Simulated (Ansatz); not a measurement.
**Surface calculation: bcc Fe (110), 5 layers**

The slab is cut from the bcc crystal, the stable phase, as relaxed on PAW files (10.84 Å³/atom), with 16 Å of vacuum and a dipole correction:

```
CELL_PARAMETERS angstrom
2.41459 0.00000 0.00000
-0.80486 2.27650 0.00000
0.00000 0.00000 23.88600
ATOMIC_POSITIONS crystal
Fe 0.00000 0.00000 0.33492
Fe 0.50000 0.50000 0.41746
Fe 0.00000 0.00000 0.50000
Fe 0.50000 0.50000 0.58254
Fe 0.00000 0.00000 0.66508
```

All numbers are PBEsol results (scalar-relativistic) from Ansatz 0.2.0, with a Γ-centred 18×18×1 k mesh, Fermi–Dirac smearing of 0.1 eV, spin-polarised from start moments Fe1 2.5, Fe2 2.5, Fe3 2.5, Fe4 2.5, Fe5 2.5 μB. Methods: LAPW: all electrons, basis error target 1 meV/atom; PAW: frozen-core files, cutoff 420 eV.

The bulk energy comes from a cell in the slab's orientation on a 18×18×10 mesh. The surface energy is (E(slab) − N·E(bulk))/2A at zero smearing, the mean of both faces; thin slabs carry quantum-size effects.

The magnetic state is the one reached from the start moments; other orders weren't searched. The PAW files were made under PBE.

**Question.** As cut, the LAPW slab lies 2.029 eV above 5 atoms of bulk. What surface energy is that?

**Answer.** Over two faces of 5.50 Å² it is 184.6 meV/Å², and times 16.02 J/m² per eV/Å² that gives γ = 2.957 J/m².

```csv
method,γ as cut (J/m²),γ relaxed (J/m²),Φ as cut (eV),Φ relaxed (eV)
LAPW,2.957,2.956,4.99,4.98
PAW,2.955,2.953,4.99,4.98
```

**Question.** How do the spacings between the planes relax?

**Answer.** From the bottom face up: d12 -0.7 % of 1.972 Å, d23 -0.2 % of 1.972 Å, d34 -0.2 % of 1.972 Å, d45 -0.7 % of 1.972 Å.

**Question.** How do the moments vary through the slab?

**Answer.** Fe1 2.44, Fe2 2.17, Fe3 2.08, Fe4 2.17, Fe5 2.44 μB in the LAPW spheres; the bulk has Fe 2.13 μB.

**Question.** What changes if the images along the normal are cut off in place of the dipole correction?

**Answer.** LAPW then gives: no gap, work function 4.98 eV; PAW: no gap, work function 4.98 eV.

**Question.** A field of 0.2 V/Å is applied along the normal, atoms held. What follows?

**Answer.** LAPW finds an induced dipole of 0.0701 e·Å a cell (PAW 0.0700), that is 11.54 Å for 4πα over the area, against 7.85 Å between the outer atoms.
